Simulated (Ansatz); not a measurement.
Here is the system:

SiGe₃:
```xyz
4
Lattice="-1.9722 1.9722 4.5420 1.9722 -1.9722 4.5420 1.9722 1.9722 -4.5420" Properties=species:S:1:pos:R:3 pbc="T T T"
Si     0.0000     0.0000     0.0000
Ge     0.0000     1.9722     2.2710
Ge     1.9722     0.0000     2.2710
Ge     0.0000     0.0000     4.5420
```

This is the PBE+D3(BJ)-relaxed structure.

Q: All from PBE+D3(BJ) in the plane-wave PAW code Ansatz, unless another level is named. Predict the electronic character.

A: metallic (no gap).

Q: And the density of states at the Fermi level?

A: 0.46 states/eV per atom (mean over ±0.08 eV).

Q: And the formation energy from the elements (no fitted shifts)?

A: 35 kJ/mol of atoms.

Space group I4/mmm. The first step of the workflow began from a Materials Project structure, measured or hypothetical; the Crystallography Open Database copy checked does not list it. Whether it is the stable phase at ambient conditions was not checked. Symmetry was held in the PBE+D3(BJ) relaxation; whether a distortion lowers the energy is not shown. Its formation energy is positive at this level, so the cell may be metastable or incomplete. The references are the lowest solids computed at this level, not always the standard phases. Scalar-relativistic: spin–orbit coupling is off unless named, which matters more the heavier the elements.

Potentials: the later of the program's two PAW sets.
